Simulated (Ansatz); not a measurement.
Ge:
```cif
data_Ge4
_chemical_formula_sum 'Ge4'
_space_group_name_H-M_alt 'I41/amd :1'
_space_group_IT_number 141
_space_group_name_Hall 'I 4bw 2bw -1bw'
_cell_length_a 5.14528
_cell_length_b 5.14528
_cell_length_c 2.82021
_cell_angle_alpha 90.000
_cell_angle_beta 90.000
_cell_angle_gamma 90.000
loop_
_atom_site_label
_atom_site_type_symbol
_atom_site_symmetry_multiplicity
_atom_site_Wyckoff_symbol
_atom_site_fract_x
_atom_site_fract_y
_atom_site_fract_z
_atom_site_occupancy
Ge1 Ge 4 b 0.00000 0.00000 0.50000 1
```
(The calculation used a cell of 2 atoms; values per cell refer to that cell.)

Relaxed at zero pressure with DFT-r²SCAN in the program Ansatz with PAW potentials.

Q: The volume is raised by 9 % and shape and atoms relax at that volume. What pressure results, and how do the axes share the change?

A: -5.4 GPa; a 2.6 %, b 2.6 %, c 3.5 %; the energy rises by 31 meV/atom.

Q: Give the new structure.

A: 
Space group I4₁/amd, origin choice 1 (No. 141); a = b = 5.280 Å, c = 2.919 Å, α = β = γ = 90.00°

```json
[
 {"atom": "Ge", "site": "4b", "symmetry": "-4m2", "x": "0.0000", "y": "0.0000", "z": "0.5000"}
]
```

The phase is kept; no other phase was compared at this pressure.

Space group I4_1/amd (β-Sn type). This is a known high-pressure phase of the composition, computed here at zero pressure and temperature. The r²SCAN relaxation kept the symmetry of its start; of distortions, only those at the zone centre were tested.

Potentials: the earlier of the program's two PAW sets.
